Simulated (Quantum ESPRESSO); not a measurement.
# Quadrupole interaction in BaNaBiWO6

```yaml
crystal:
  lattice:
    - [0.00000, 4.28261, 4.28261]
    - [4.28261, 0.00000, 4.28261]
    - [4.28261, 4.28261, 0.00000]
  atoms:
    - { symbol: Na, position: [0.75000, 0.75000, 0.75000] }
    - { symbol: Ba, position: [0.25000, 0.25000, 0.25000] }
    - { symbol: Bi, position: [0.00000, 0.00000, 0.00000] }
    - { symbol: W, position: [0.50000, 0.50000, 0.50000] }
    - { symbol: O, position: [0.72800, 0.27200, 0.27200] }
    - { symbol: O, position: [0.72800, 0.27200, 0.72800] }
    - { symbol: O, position: [0.27200, 0.72800, 0.72800] }
    - { symbol: O, position: [0.27200, 0.72800, 0.27200] }
    - { symbol: O, position: [0.72800, 0.72800, 0.27200] }
    - { symbol: O, position: [0.27200, 0.27200, 0.72800] }
```
Geometry: a computed entry of the Materials Project; it was not checked against measured cells. It is BaNaBiWO6 in F-43m; whether this form has been observed was not checked. Stability against distortions was not tested. Forces on the atoms reach 0.52 eV/Å at this level. The run has no spin polarisation.

Computed: field gradients by a PBE PAW density (pw.x of a modified build of Quantum ESPRESSO, JTH datasets) with the all-electron reconstruction of Petrilli and co-workers, 30 Ha, k-mesh 5×5×5 through Γ.

```
site                         site symmetry  Vzz (10²¹ V/m²)   η_Q  ∣C_Q∣ (MHz)
---------------------------  -------------  ---------------  ----  -----------
Na (atom 1)                           -43m                0     –     0 (²³Na)
Ba (atom 2)                           -43m                0     –    0 (¹³⁷Ba)
Bi (atom 3)                           -43m                0     –    0 (²⁰⁹Bi)
W (atom 4)                            -43m                0     –            –
O (atoms 5, 6, 7, 8, 9, 10)            2mm             3.27  0.57   2.02 (¹⁷O)
```

Quadrupole moments taken as inputs (sizes, barn, from the tables of PySCF and pymatgen): ²³Na 0.104, ¹³⁷Ba 0.245, ²⁰⁹Bi 0.516, ¹⁷O 0.0256.

Convention: |Vzz| is the largest principal value, η_Q = (Vxx − Vyy)/Vzz, |C_Q| = |eQVzz/h|. Cores are frozen. Against all-electron runs on small test molecules, this scheme's |Vzz| missed by −2 to +6 % on O. The structure is static (0 K, no zero-point motion).
